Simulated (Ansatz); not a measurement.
NbRu₃, DFT, LDA, PAW with Ansatz's default frozen-core files, scalar-relativistic (Ansatz 0.2.0), run on 1 thread of Arm Neoverse V2 on a shared host.

The cell comes from COD entry 2310239, which wasn't checked; take it as a given geometry. The listed cell was then made from it by scaling, straining or moving an atom.

Command: `ansatz run input.yaml --threads 1 --pin off --max-ram 4096MiB --backend cpu --events-out ev --progress --plain --runs-dir out`

```yaml
crystal:
  lattice:
    - [3.8539589469, 0.0, 0.0]
    - [0.0, 3.8539589469, 0.0]
    - [0.0, 0.0, 3.8539589469]
  atoms:
    - { symbol: Nb, position: [0.0, 0.0, 0.0] }
    - { symbol: Ru, position: [0.0, 0.5, 0.5] }
    - { symbol: Ru, position: [0.5, 0.0, 0.5] }
    - { symbol: Ru, position: [0.5, 0.5, 0.0] }
kpoints:
  mp_grid: { grid: [9, 9, 9] }
scf:
  occupations: { method: fermi_dirac, width: 0.05 }
hamiltonian:
  xc: lda
  pseudopotentials: { kind: paw }
output:
  forces: true
  stress: true
  eigenvalues: true
  efg: { contact_densities: true }
```

(1) How large is the problem that the program sets up?

(2) Estimate the wall time and the peak memory.

(3) And the same cell and mesh by crystal-made all-electron datasets, asked for forces, stress, eigenvalues, efg, on the same hardware?

Answers

(1) 35 irreducible k-points, 1141 plane waves at Γ, 37 bands.

(2) 4.2 s of wall time for 6 SCF iterations, with a peak of 0.39 GiB. Times on shared machines scatter by tens of per cent.

(3) 18 s, peak memory 0.79 GiB.
